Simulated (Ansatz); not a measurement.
An Ansatz (a quantum-chemistry and plane-wave program) run. Input:

Ansatz 0.2 input:
```yaml
crystal:
  lattice:
    - [4.0334968663, 0.0, 0.0]
    - [0.0, 4.0334968663, 0.0]
    - [0.0, 0.0, 4.0334968663]
  atoms:
    - { symbol: Ti, position: [0.5, 0.5, 0.0] }
    - { symbol: Ti, position: [0.0, 0.5, 0.5] }
    - { symbol: Ti, position: [0.5, 0.0, 0.5] }
    - { symbol: O, position: [0.0, 0.5, 0.0] }
    - { symbol: O, position: [0.5, 0.0, 0.0] }
    - { symbol: O, position: [0.0, 0.0, 0.5] }
kpoints:
  mp_grid: { grid: [10, 10, 10] }
hamiltonian:
  xc: pbesol
  pseudopotentials: { kind: paw }
scf:
  occupations: { method: fermi_dirac, width: 0.1 }
phonons:
  method: dfpt
  response_accuracy: low
  eigenvectors: true
  rigid_motions: translations
```

Output (shortened):

```
Pseudopotential: Ti, paw, valence charge 12
Pseudopotential: O, paw, valence charge 6
Functional definition: PBEsol
Crystal: 6 atoms, lattice volume = 65.621 Å³
Basis set: ecut = 420 eV, 1309 PW (Γ), exchange–correlation on 54×54×54 points (8 copies of the dense FFT grid, shifted against one another)
Bands: 33, of which v1, the nominal top of the filled ones, is band 27 counted from 1 (26 counted from 0)
Symmetry: 48 space group operations
k-points: 216 of 1000 (irreducible under 8 space group operations)
SCF iter   1: F=—  HF=-9112.054871 eV  |F-HF|=—  |Δ(HF+E_count)|=         —  Δρ=1.28e-2  dr2=7.50e-2  ethr=1.77e-3  ⟨swp⟩=4.4  Hψ=28292  notcnv=0
preconditioner: auto → LDOS
SCF iter   2: F=—  HF=-9112.040999 eV  |F-HF|=—  |Δ(HF+E_count)|=   1.39e-2  Δρ=1.09e-2  dr2=5.02e-2  ethr=1.39e-4  ⟨swp⟩=2.0  Hψ=13392  notcnv=0
SCF iter   3: F=—  HF=-9112.028463 eV  |F-HF|=—  |Δ(HF+E_count)|=   1.25e-2  Δρ=1.42e-3  dr2=1.09e-3  ethr=9.30e-5  ⟨swp⟩=2.0  Hψ=11338  notcnv=0
SCF iter   4: F=—  HF=-9112.028228 eV  |F-HF|=—  |Δ(HF+E_count)|=   2.35e-4  Δρ=3.04e-4  dr2=4.66e-5  ethr=2.02e-6  ⟨swp⟩=2.0  Hψ=9737  notcnv=0
SCF iter   5: F=—  HF=-9112.028226 eV  |F-HF|=—  |Δ(HF+E_count)|=   1.77e-6  Δρ=8.31e-5  dr2=3.41e-6  ethr=8.62e-8  ⟨swp⟩=3.0  Hψ=14086  notcnv=0
SCF iter   6: F=—  HF=-9112.028223 eV  |F-HF|=—  |Δ(HF+E_count)|=   3.02e-6  Δρ=1.29e-5  dr2=5.77e-8  ethr=6.31e-9  ⟨swp⟩=2.1  Hψ=13061  notcnv=0
SCF iter   7: F=—  HF=-9112.028223 eV  |F-HF|=—  |Δ(HF+E_count)|=   5.57e-9  Δρ=1.90e-6  dr2=9.76e-10  ethr=1.07e-10  ⟨swp⟩=3.0  Hψ=13769  notcnv=0
SCF iter   8: F=—  HF=-9112.028223 eV  |F-HF|=—  |Δ(HF+E_count)|=  6.42e-10  Δρ=2.39e-7  dr2=1.82e-11  ethr=1.81e-12  ⟨swp⟩=2.0  Hψ=8810  notcnv=0
SCF iter   9: F=-9112.028223 eV  HF=-9112.028223 eV  |F-HF|=0.00e0  |Δ(HF+E_count)|=    0.00e0  Δρ=2.38e-8  dr2=1.78e-13  ethr=1.00e-12  ⟨swp⟩=5.2  Hψ=28448  notcnv=0
SCF 1 converged in 9 iterations: F = -9112.028223 eV  dr2 = 1.78e-13
DFPT response loops at Γ: preconditioner auto → Kerker (q_TF=auto, 2.641 Å⁻¹) (partly filled bands, converged f_vac=0.017) …
SCF converged after 9 iterations
Free energy (F): -9112.028223 eV
Harris-Foulkes:  -9112.028223 eV  (|F-HF|=0.00e0)
Internal energy: -9111.881402 eV  (E = F + TS)
E sigma→0 (E₀):  -9111.954813 eV
Entropy (-TS):   -0.146821 eV (-24.470 meV/atom)
Fermi energy:    13.408090 eV
--- Per-component energies (eV) ---
  E_band       = -431.152241
  E_kinetic    = 1349.628572
  E_local      = -3258.546534  (includes V_loc(G=0)·N_el)
  E_nonlocal   = 168.740912
  E_hartree    = 1287.882538
  E_xc         = -512.392031
  E_vxc        = -650.161970  (∫ρ·V_xc dr)
  E_paw        = -3523.511183  (= ΣΔE_a)
  E_vpaw       = -616.585972  (= ΣTr[D̂ρ^β])
  E_aug_tail   = 0.007661  (compensation charges beyond the density's cutoff)
  E_ewald      = -4624.215355
  E_core_change = 0.524017  (= ΣΔE_core)
  E_smearing   = -0.146821  (= −TS)
  E_closure    = 0.000000  (closes the sum)
  Σ components = -9112.028223   (vs F -9112.028223, Δ=0.00e0)
  [band-id]    e_kinetic+e_local+e_nonlocal+2·e_hartree+e_vxc+e_vpaw+e_augmentation_tail = -431.152253   (vs E_band -431.152241, Δ=-1.18e-5)
--- Band table (eV; the first three rows and the last of 216) ---
  k-point 0: bands = ["-43.4753", "-43.3072", "-43.3072", "-20.1202", "-20.1202", "-20.1202", "-19.8907", "-19.8907", "-19.8907", "-19.3686", "-19.3686", "-19.3686", "-6.7023", "-5.8727", "-5.8727", "7.8743", "7.8743", "7.8743", "9.3099", "9.3099", "9.3099", …
  k-point 1: bands = ["-43.4716", "-43.3108", "-43.3071", "-20.1158", "-20.1130", "-20.1130", "-19.8970", "-19.8932", "-19.8932", "-19.3818", "-19.3735", "-19.3735", "-6.6537", "-5.8721", "-5.8253", "7.7452", "7.8681", "7.8681", "9.0737", "9.2427", "9.2427", …
  k-point 2: bands = ["-43.4610", "-43.3212", "-43.3068", "-20.1035", "-20.0928", "-20.0928", "-19.9133", "-19.9009", "-19.9009", "-19.4172", "-19.3864", "-19.3864", "-6.5233", "-5.8712", "-5.6990", "7.3984", "7.8495", "7.8495", "8.5088", "9.0955", "9.0955", …
  k-point 215: bands = ["-43.3609", "-43.3609", "-43.3609", "-20.3484", "-20.3484", "-20.3484", "-19.9835", "-19.6448", "-19.6448", "-19.6448", "-19.2677", "-19.2677", "-5.0723", "-5.0723", "-5.0723", "5.7483", "6.1316", "6.1316", "6.1316", "6.9293", …
--- Phonons (Γ-DFPT): 4 representative perturbations + reference, on 216 of 1000 k-points (Σ response iterations 12) ---
  ASR residual: 9.144e-4 → 0.000e0 eV/Å²; symmetrization residual: 5.172e-5 eV/Å²
  ASR residual per site (eV/Å²): 9.14e-4 9.14e-4 9.14e-4 5.14e-4 5.14e-4 5.14e-4
  Γ frequencies (cm⁻¹): 0.00 0.00 0.00 224.08 224.08 224.08 297.04 297.04 297.04 337.96 337.96 337.96 521.66 521.66 521.66 534.43 534.43 534.43
  non-analytic LO–TO correction: not included (Born effective charges unavailable; polar crystals: no LO–TO splitting at Γ)
```

Cost: roughly 2.7 core-minutes on shared cores.

Space group Pm-3m. The workflow started from a Materials Project entry (that database holds measured and hypothetical structures alike); the Crystallography Open Database copy checked does not list it. COD files the formula under space group No. 12, 225. Whether it is the stable phase at ambient conditions was not checked. Symmetry was held in the PBEsol relaxation; its stability against distortions is not shown here. The run is not spin-polarised. Without spin polarisation and U, an open-shell compound can come out a false metal. As this level gives no gap, phonon frequencies hold no LO–TO term and depend on the k-mesh and smearing (Fermi–Dirac, 0.1 eV here).

Potentials: the later of the program's two PAW sets.

Ansatz is a plane-wave DFT program.
